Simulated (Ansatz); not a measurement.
Relaxed-ion elastic tensor of SbPd (CsCl type, space group No. 221) in GPa (Voigt order), r²SCAN (plane waves, PAW; program Ansatz); density 9.72 g/cm³, 19.49 Å³ per atom.

```json
[
 {"": "1", "1": "121", "2": "113", "3": "113", "4": "0.0", "5": "0.0", "6": "0.0"},
 {"": "2", "1": "113", "2": "121", "3": "113", "4": "0.0", "5": "0.0", "6": "0.0"},
 {"": "3", "1": "113", "2": "113", "3": "121", "4": "0.0", "5": "0.0", "6": "0.0"},
 {"": "4", "1": "0.0", "2": "0.0", "3": "0.0", "4": "17.4", "5": "0.0", "6": "0.0"},
 {"": "5", "1": "0.0", "2": "0.0", "3": "0.0", "4": "0.0", "5": "17.4", "6": "0.0"},
 {"": "6", "1": "0.0", "2": "0.0", "3": "0.0", "4": "0.0", "5": "0.0", "6": "17.4"}
]
```

Problem. Is the crystal mechanically stable?

Solution. Yes: the smallest eigenvalue of C is 8.4 GPa.

Problem. Work out the Voigt, Reuss and Hill averages.

Solution. K_V = 116, K_R = 116, K_H = 116; G_V = 12.1, G_R = 7.7, G_H = 9.9 GPa.

Problem. Give Young's modulus, Poisson's ratio, Pugh's ratio and the universal anisotropy index.

Solution. E = 9KG/(3K + G) = 29.0 GPa; ν = 0.46; K/G = 11.65 (ductile by the Pugh limit of 1.75); A_U = 5G_V/G_R + K_V/K_R − 6 = 2.86.

Problem. Estimate the sound speeds and the Debye temperature.

Solution. v_l = √((K + 4G/3)/ρ) = 3640 m/s, v_t = √(G/ρ) = 1010 m/s, mean 1150 m/s; Θ = (h/k)(3n/4πV)^(1/3) v_m = 128 K.

Problem. Give the Zener ratio and Young's modulus along [100], [110] and [111].

Solution. A = 2C44/(C11 − C12) = 4.14; 1/E = S11 − 2(S11 − S12 − S44/2)Γ with Γ = 0, 1/4, 1/3 gives 12.5, 28.5, 49.8 GPa.

Space group Pm-3m (CsCl type). The cell is a constructed one: a structure type filled with these elements; neither database checked (COD, Materials Project) lists it. COD files the formula under space group No. 194. Whether it is the stable phase at ambient conditions was not checked. Symmetry was held in the r²SCAN relaxation; its stability against distortions is not shown here. The run is not spin-polarised. As this level gives no gap, shear constants depend on the k-mesh and smearing (Fermi–Dirac, 0.1 eV here). Spin–orbit coupling is left out wherever it is not named.

Potentials: the earlier of the program's two PAW sets.
